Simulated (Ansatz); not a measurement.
A geometry of TiAl away from equilibrium: the start of the relaxation of a generated cell, TiAl built in the AFLOW prototype AB_hR6_160_3a_3a (as in SiC). Computed with r2SCAN (plane waves to 500 eV, PAW, scalar-relativistic; Ansatz, a program for electronic structure). Γ-centred k-mesh 11×11×11 on the run's cell (coarser than for final values), Fermi–Dirac smearing 0.05 eV.

```xyz
6
Lattice="1.7589 1.0155 8.6167 -1.7589 1.0155 8.6167 0.0000 -2.0310 8.6167" Properties=species:S:1:pos:R:3 pbc="T T T"
Al     0.0000     0.0000     0.0000
Al     0.0000     0.0000     5.7444
Al     0.0000     0.0000    20.1056
Ti     0.0000     0.0000     2.1541
Ti     0.0000     0.0000     7.8987
Ti     0.0000     0.0000    22.2597
```

**Question.** Predict the force on each atom, in eV/Å.

**Answer.** 
```tsv
atom	Fx	Fy	Fz
Al1	0.00	0.00	-0.60
Al2	0.00	0.00	-0.55
Al3	0.00	0.00	0.05
Ti4	0.00	0.00	0.03
Ti5	0.00	0.00	0.67
Ti6	0.00	0.00	0.41
```

**Question.** What is the pressure?

**Answer.** +56.6 GPa, compression positive.

**Question.** How far above the relaxed end point is this geometry?

**Answer.** 2.80 eV/atom; the path ends in R3m (No. 160).

No spin polarisation in the result. A magnetic state may lie lower.

The run could not lose the symmetry of its start, so the end can be a saddle point.

The end of the path is a generated cell of TiAl: the first start was made by placing the elements on the sites of a structure type, and the end was not matched to a known phase here, so it may be hypothetical. Known forms of TiAl include space group No. 123.
